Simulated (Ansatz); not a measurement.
SnO$_{2}$ (rutile)

```
SnO2
1.0
    4.82755     0.00000     0.00000
    0.00000     4.82755     0.00000
    0.00000     0.00000     3.23815
Sn O
2 4
Direct
  0.00000   0.00000   0.00000
  0.50000   0.50000   0.50000
  0.30658   0.30658   0.00000
  0.80658   0.19342   0.50000
  0.19342   0.80658   0.50000
  0.69342   0.69342   0.00000
```

The slice is a (-1 2 0) plane (indices of the conventional cell) through the point (0.693, 0.693, 0.000) (fractional), spanned by u = [001] and v = [210] in vectors of this cell: u (3.24 Å) and v (10.79 Å, at 90° to u). It covers one period; positions are fractions (u, v).

Computed with PBE (plane waves to 420 eV, PAW, scalar-relativistic; Ansatz, a quantum-chemistry and plane-wave program). k mesh 7×7×10. Inside the PAW spheres the values are not all-electron values, and peaks at nuclei hang on which shells count as valence. SnO2 was relaxed with its symmetry unable to fall.

Problem. Sketch the electrostatic potential energy of an electron, from the cell's mean on this plane as a map.

Solution. 
```
|xxx000xx|
|xx0xxx0x|
|300xxx00|
|400xxx00|
|530xxx03|
|x5300035|
|x7754577|
|89988899|
|88999998|
|67899987|
|457xxx75|
|45xxxxx5|
|55xxxxx5|
|666xxx66|
|88876788|
|99988899|
|99999999|
|99999999|
|67899987|
|01567651|
|000xxx00|
|xx0xxx0x|
|xx0xxx0x|
|xx03530x|
|00157510|
|xx56765x|
|xxx656xx|
|xxx202xx|
```
Scale: ten equal steps from 0.00 (start of '0') to 8.17 (end of '9'), in the order '0123456789'. Values: electrostatic potential energy of an electron, from the cell's mean, in eV. The map has 8 points along u (one character each, u = 0 at the left) and 28 along v (v = 0 in the bottom row). Points within 0.9 Å of a nucleus are blanked (x), as the pseudised field means little there. Values under 0 eV are set to 0. The zero, the cell's mean, hangs on the PAW cores.
